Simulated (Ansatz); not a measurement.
Given:

MgS:
```cif
data_Mg4S4
_chemical_formula_sum 'S4 Mg4'
_space_group_name_H-M_alt 'Fm-3m'
_space_group_IT_number 225
_space_group_name_Hall '-F 4 2 3'
_cell_length_a 5.22970
_cell_length_b 5.22970
_cell_length_c 5.22970
_cell_angle_alpha 90.000
_cell_angle_beta 90.000
_cell_angle_gamma 90.000
loop_
_atom_site_label
_atom_site_type_symbol
_atom_site_symmetry_multiplicity
_atom_site_Wyckoff_symbol
_atom_site_fract_x
_atom_site_fract_y
_atom_site_fract_z
_atom_site_occupancy
S1 S 4 a 0.00000 0.00000 0.00000 1
Mg1 Mg 4 b 0.50000 0.50000 0.50000 1
```
(The calculation used a cell of 2 atoms; values per cell refer to that cell.)

This is the PBE-relaxed structure.

### Question
All from DFT-PBE in the program Ansatz with PAW potentials, unless another level is named. Estimate the hole effective mass, band 3 of 3 at the edge.

### Answer
0.25 along [100], 0.20 along [110], 0.19 along [111] (mₑ).

### Question
And the formation energy from the elements (no fitted shifts)?

### Answer
-1.44 eV/atom.

### Question
Predict the band gap.

### Answer
2.76 eV (indirect).

The cell was relaxed with PBE under the symmetry of its start. The references are the lowest solids computed at this level, not always the standard phases.

Potentials: the later of the program's two PAW sets.
